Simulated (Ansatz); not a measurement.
## Random displacements in Al3GaN4

All numbers below come from Ansatz, DFT r2SCAN, scalar-relativistic, plane waves, PAW. Cutoff 500 eV, Γ-centred 6×6×6 k-points, Gaussian smearing of 0.05 eV. No spin polarisation. Energies are free energies at this smearing, counted from the undisturbed cell; pressure is positive in compression.

The starting cell (as given, not relaxed at this level, and it needn't be the usual structure):

```
Al Ga N
1.0
     4.40144    0.00000    0.00000
     0.00000    4.40144    0.00000
     0.00000    0.00000    4.40144
Al Ga N
3 1 4
Direct
  0.50000 0.50000 0.00000
  0.50000 0.00000 0.50000
  0.00000 0.50000 0.50000
  0.00000 0.00000 0.00000
  0.74416 0.74416 0.25584
  0.74416 0.25584 0.74416
  0.25584 0.74416 0.74416
  0.25584 0.25584 0.25584
```

After a displacement of all atoms with no net shift, the run gives ΔE = 84.0 meV/atom; stress (xx, yy, zz, yz, xz, xy; compression positive) (2.04, 0.94, 0.96, -2.38, 2.03, -1.46) GPa; gap on the mesh 2.77 eV.

```tsv
atom	Fx (eV/Å)	Fy	Fz
Al1	0.522	-2.095	2.458
Al2	1.095	1.717	-2.312
Al3	0.682	-2.314	-1.473
Ga4	-0.065	1.064	2.216
N5	0.214	0.697	-0.082
N6	0.397	0.070	0.230
N7	-1.774	1.298	-0.974
N8	-1.071	-0.438	-0.065
```

(1) Which displacements (Å, in the unstrained cell) and strain were applied?

Answers

(1)
| atom | ux | uy | uz |
| --- | --- | --- | --- |
| Al1 | 0.03 | 0.03 | -0.05 |
| Al2 | -0.07 | -0.06 | 0.08 |
| Al3 | -0.04 | 0.10 | 0.04 |
| Ga4 | 0.01 | -0.01 | -0.09 |
| N5 | -0.01 | 0.00 | -0.01 |
| N6 | -0.02 | -0.01 | -0.03 |
| N7 | 0.05 | -0.07 | 0.05 |
| N8 | 0.05 | 0.03 | 0.01 |
The cell is not strained.

Cost: 1 run of about 1.9 core-minutes, on Intel Xeon Processor @ 2.50GHz (Skylake/Cascade Lake) (shared hosts).